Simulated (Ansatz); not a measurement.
input.yaml

```yaml
crystal:
  lattice:
    - [7.0901077954, 0.0, 0.0]
    - [-3.5450538977, 6.1402134663, 0.0]
    - [0.0, 0.0, 6.7009686991]
  atoms:
    - { symbol: Si, position: [0.5368723385, 0.7684361692, 0.4166666667] }
    - { symbol: Si, position: [0.4631276615, 0.2315638308, 0.9166666667] }
    - { symbol: Si, position: [0.2315638308, 0.4631276615, 0.75] }
    - { symbol: Si, position: [0.7684361692, 0.2315638308, 0.5833333333] }
    - { symbol: Si, position: [0.7684361692, 0.5368723385, 0.25] }
    - { symbol: Si, position: [0.2315638308, 0.7684361692, 0.0833333333] }
    - { symbol: O, position: [0.6097444187, 0.3902555813, 0.0833333333] }
    - { symbol: O, position: [0.0, 0.6912900308, 0.1666666667] }
    - { symbol: O, position: [0.7805111626, 0.3902555813, 0.4166666667] }
    - { symbol: O, position: [0.6912900308, 0.6912900308, 0.3333333333] }
    - { symbol: O, position: [0.3087099692, 0.3087099692, 0.8333333333] }
    - { symbol: O, position: [0.6097444187, 0.2194888374, 0.75] }
    - { symbol: O, position: [0.2194888374, 0.6097444187, 0.9166666667] }
    - { symbol: O, position: [0.3087099692, 0.0, 0.0] }
    - { symbol: O, position: [0.0, 0.3087099692, 0.6666666667] }
    - { symbol: O, position: [0.3902555813, 0.7805111626, 0.25] }
    - { symbol: O, position: [0.3902555813, 0.6097444187, 0.5833333333] }
    - { symbol: O, position: [0.6912900308, 0.0, 0.5] }
basis:
  ecutwfc: 420
kpoints:
  mp_grid: { grid: [6, 6, 4] }
hamiltonian:
  xc: lda
scf:
  occupations: { method: gaussian, width: 0.02 }
output:
  forces: true
  stress: true
  eigenvalues: true
relax:
  adjacent_minimum: "off"
  f_tol: 0.01
  max_steps: 30
  cell: { stress_tol: 0.1, fix: [volume] }
```

Launched with
```bash
ansatz run input.yaml --threads 4 --pin off --max-ram 10240MiB --backend cpu --events-out ev --progress --plain --runs-dir out
```

These are results of Ansatz, DFT LDA, scalar-relativistic, plane waves, PAW, not measurements.

Part of what the program printed, abridged (final results; tables in files aren't shown):

```
SCF 5 converged in 5 iterations: F = -10334.716709 eV  dr2 = 6.52e-10
SCF converged after 5 iterations
Free energy (F): -10334.716709 eV
Harris-Foulkes:  -10334.716709 eV  (|F-HF|=1.58e-10)
Internal energy: -10334.716709 eV  (E = F + TS)
E sigma→0 (E₀):  -10334.716709 eV
Fermi energy:    2.800824 eV
--- Per-component energies (eV) ---
  E_band       = -676.475785
  E_kinetic    = 2440.319038
  E_local      = -8461.481433  (includes V_loc(G=0)·N_el)
  E_nonlocal   = 765.967874
  E_hartree    = 3242.273671
  E_xc         = -1213.005075
  E_vxc        = -1419.980791  (∫ρ·V_xc dr)
  E_paw        = -4706.551417  (= ΣΔE_a)
  E_vpaw       = -485.878441  (= ΣTr[D̂ρ^β])
  E_aug_tail   = 0.032140  (compensation charges beyond the density's cutoff)
  E_ewald      = -2403.940549
  E_core_change = 1.669042  (= ΣΔE_core)
  E_smearing   =  0.000000  (= −TS)
--- Forces (eV/Å), atoms counted from 1 ---
  atom   1  Si     0.00712514     0.00411370     0.00000000
  atom   2  Si    -0.00712514    -0.00411370     0.00000000
  atom   3  Si     0.00000000    -0.00822740     0.00000000
  atom   4  Si     0.00712514    -0.00411370     0.00000000
  atom   5  Si     0.00000000     0.00822740     0.00000000
  atom   6  Si    -0.00712514     0.00411370     0.00000000
  atom   7  O     -0.00292289     0.00168753     0.00000000
  atom   8  O      0.00324109    -0.00561372     0.00000000
  atom   9  O      0.00292289     0.00168753     0.00000000
  atom  10  O     -0.00324109    -0.00561372     0.00000000
  atom  11  O      0.00324109     0.00561372     0.00000000
  atom  12  O      0.00000000    -0.00337506     0.00000000
  atom  13  O     -0.00292289    -0.00168753     0.00000000
  atom  14  O      0.00648217     0.00000000     0.00000000
  atom  15  O     -0.00324109     0.00561372     0.00000000
  atom  16  O      0.00000000     0.00337506     0.00000000
  atom  17  O      0.00292289    -0.00168753     0.00000000
  atom  18  O     -0.00648217     0.00000000     0.00000000
--- Stress (GPa, compression-positive) ---
       13.790508       0.000000       0.000000
        0.000000      13.790508       0.000000
        0.000000       0.000000      13.646043
  P = ⅓ Tr σ = 13.7424 GPa (137.424 kbar)
--- Band table (eV; the first three rows and the last of 21) ---
  k-point 0: bands = ["-19.5483", "-18.5856", "-18.5287", "-18.5287", "-17.9773", "-17.9773", "-17.3157", "-17.2878", "-17.2878", "-17.1171", "-17.1171", "-17.0256", "-8.9038", "-8.9038", "-7.9850", "-7.7529", "-7.7529", "-6.1085", "-5.8002", "-5.8002", "-5.6588", "-5.6588", "-5.5540", "-4.8018", "-3.3464", "-3.3464", "-3.0835", "-3.0281", "-3.0281", "-2.9162", "-2.2704", "-2.1559", "-2.1384", "-2.1384", "-2.1279", "-1.8125", "-1.8125", "-1.8011", "-1.8011", "-1.7227", "-1.7227", "-0.6440", "-0.6374", "-0.5296", "-0.5296", "-0.3136", "-0.1705", "-0.1705", "5.6397", "8.5812", "8.5812", "9.3542", "9.4405", "9.4405", "9.5385", "9.5385", "10.1240", "10.4654", "10.4654", "10.5351", "10.9833", "11 ...
  k-point 1: bands = ["-19.4720", "-18.9208", "-18.5301", "-18.1727", "-18.1569", "-17.8644", "-17.3122", "-17.2943", "-17.2796", "-17.1785", "-17.0790", "-17.0329", "-8.9958", "-8.6227", "-8.3641", "-8.0658", "-7.1138", "-6.2257", "-5.9237", "-5.7747", "-5.6099", "-5.5696", "-5.5418", "-4.9303", "-3.4292", "-3.2209", "-3.1773", "-3.0106", "-2.9512", "-2.8420", "-2.3366", "-2.2332", "-2.1484", "-2.1109", "-2.0815", "-2.0711", "-1.9382", "-1.8270", "-1.7339", "-1.3772", "-1.3580", "-0.9322", "-0.6102", "-0.5474", "-0.4233", "-0.4141", "-0.3110", "-0.1471", "5.9669", "7.9014", "8.8669", "9.2833", "9.4545", "9.5269", "9.5856", "10.2443", "10.2473", "10.3649", "10.4268", "10.5643", "10.7430", "1 ...
  k-point 2: bands = ["-19.2529", "-19.2529", "-18.3784", "-18.3784", "-17.9110", "-17.9110", "-17.3036", "-17.3036", "-17.2470", "-17.2470", "-17.0522", "-17.0522", "-8.8116", "-8.8116", "-8.2992", "-8.2992", "-6.5742", "-6.5742", "-5.8968", "-5.8968", "-5.5946", "-5.5946", "-5.2212", "-5.2212", "-3.3863", "-3.3863", "-3.0373", "-3.0373", "-2.7617", "-2.7617", "-2.5057", "-2.5057", "-2.0827", "-2.0827", "-2.0622", "-2.0622", "-1.9098", "-1.9098", "-1.4627", "-1.4627", "-0.9281", "-0.9281", "-0.8053", "-0.8053", "-0.3620", "-0.3620", "-0.3096", "-0.3096", "6.8291", "6.8291", "9.2278", "9.2278", "9.7014", "9.7014", "9.8935", "9.8935", "10.2731", "10.2731", "10.5548", "10.5548", "10.6550", "10 ...
  k-point 20: bands = ["-19.0355", "-19.0355", "-18.8250", "-18.8250", "-17.7078", "-17.7078", "-17.2694", "-17.2694", "-17.2062", "-17.2062", "-17.0725", "-17.0725", "-9.4345", "-9.4345", "-7.1359", "-7.1359", "-6.9466", "-6.9466", "-5.9144", "-5.9144", "-5.7982", "-5.7982", "-5.1138", "-5.1138", "-3.3922", "-3.3922", "-3.1011", "-3.1011", "-2.8677", "-2.8677", "-2.4156", "-2.4156", "-2.1191", "-2.1191", "-2.0346", "-2.0346", "-1.7263", "-1.7263", "-1.7069", "-1.7069", "-1.5150", "-1.5150", "-0.4098", "-0.4098", "-0.2805", "-0.2805", "-0.0632", "-0.0632", "7.9894", "7.9894", "8.1633", "8.1633", "8.4951", "8.4951", "9.5542", "9.5542", "9.9310", "9.9310", "10.2244", "10.2244", "11.0073", "11. ...
--- Relaxed structure (4 steps of the walk, 4 accepted, 1 SCFs on fresh bases) ---
  F+E_penalty+E_count = -10334.71670883 eV   max|allowed force component| = 8.227e-3 eV/Å   (the final SCF, on the basis selected at the relaxed cell)
  cell:  # Å, volume = 291.7252 Å³
    - [7.13127655, 0.0, 0.0]
    - [-3.56563827, 6.17586665, 0.0]
    - [0.0, 0.0, 6.62382282]
  atoms:
    - { symbol: Si, position: [0.53917656, 0.76958828, 0.41666666] }
    - { symbol: Si, position: [0.46082343, 0.23041171, 0.91666666] }
    - { symbol: Si, position: [0.23041171, 0.46082343, 0.75000000] }
    - { symbol: Si, position: [0.76958828, 0.23041171, 0.58333333] }
    - { symbol: Si, position: [0.76958828, 0.53917656, 0.25000000] }
    - { symbol: Si, position: [0.23041171, 0.76958828, 0.08333333] }
    - { symbol: O, position: [0.60747417, 0.39252582, 0.08333333] }
    - { symbol: O, position: [0.0, 0.69638602, 0.16666666] }
    - { symbol: O, position: [0.78505165, 0.39252582, 0.41666666] }
    - { symbol: O, position: [0.69638602, 0.69638602, 0.33333333] }
    - { symbol: O, position: [0.30361397, 0.30361397, 0.83333333] }
    - { symbol: O, position: [0.60747417, 0.21494834, 0.75000000] }
    - { symbol: O, position: [0.21494834, 0.60747417, 0.91666666] }
    - { symbol: O, position: [0.30361397, 0.0, 0.0] }
    - { symbol: O, position: [0.0, 0.30361397, 0.66666666] }
    - { symbol: O, position: [0.39252582, 0.78505165, 0.25000000] }
    - { symbol: O, position: [0.39252582, 0.60747417, 0.58333333] }
    - { symbol: O, position: [0.69638602, 0.0, 0.50000000] }
```

The relaxation met its thresholds.

The run took 88 s on 4 threads of Intel(R) Xeon(R) Processor @ 2.50GHz (Skylake/Cascade Lake), with other jobs on the host, peak memory 0.87 GiB.